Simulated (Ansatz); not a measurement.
Data:

BaSi2:
```xyz
12
Lattice="6.6604 0.0000 0.0000 0.0000 6.6604 0.0000 0.0000 0.0000 6.6604" Properties=species:S:1:pos:R:3 pbc="T T T"
Ba     4.1628     2.4977     5.8279
Ba     2.4977     5.8279     4.1628
Ba     5.8279     4.1628     2.4977
Ba     0.8326     0.8326     0.8326
Si     5.5373     5.5373     5.5373
Si     6.1185     0.5420     3.8722
Si     4.4534     1.1231     2.2071
Si     3.8722     6.1185     0.5420
Si     2.2071     4.4534     1.1231
Si     2.7883     2.7883     2.7883
Si     1.1231     2.2071     4.4534
Si     0.5420     3.8722     6.1185
```

This is the PBEsol-relaxed structure.

Problem. All from the program Ansatz at the PBEsol level (PAW), unless another level is named. Estimate the electronic character.

Solution. metallic (no gap).

Problem. Predict the density of states at the Fermi level.

Solution. 0.04 states/eV per atom (mean over ±0.08 eV).

Problem. Next, the formation energy from the elements (no fitted shifts)?

Solution. -0.43 eV/atom.

Problem. Predict the gap with spin–orbit coupling.

Solution. none (metallic).

Space group P4_332. The first step of the workflow began from a Materials Project structure, measured or hypothetical; the Crystallography Open Database copy checked does not list it. COD files the formula under space group No. 62, 191, so this cell is another polymorph or a model. Its standing as an ambient phase is unchecked. The PBEsol relaxation kept the symmetry of its start; whether a distortion lowers the energy is not shown. The references are the lowest solids computed at this level, not always the standard phases. Scalar-relativistic: spin–orbit coupling is off unless named, which matters more the heavier the elements.

Potentials: the later of the program's two PAW sets.
